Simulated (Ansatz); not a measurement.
SiC (zinc blende, space group No. 216) under volume change, DFT-r²SCAN in the program Ansatz with PAW potentials, scaled uniformly.

```csv
V (Å³/atom),E − E(relaxed) (meV/atom),P (GPa)
9.404,69.1,25.69
9.714,29.2,15.84
10.024,6.9,7.34
10.334,0.0,0.00
10.644,6.3,-6.34
10.954,24.0,-11.82
11.264,51.5,-16.54
```

### Question
What does a third-order Birch–Murnaghan fit give for V₀, B₀ and B′?

### Answer
V₀ = 10.33 Å³/atom, B₀ = 227 GPa, B′ = 3.9.

Space group F-43m (zinc blende). Symmetry was held in the r²SCAN relaxation; phonons on a q-mesh show no instability.

Potentials: the later of the program's two PAW sets.
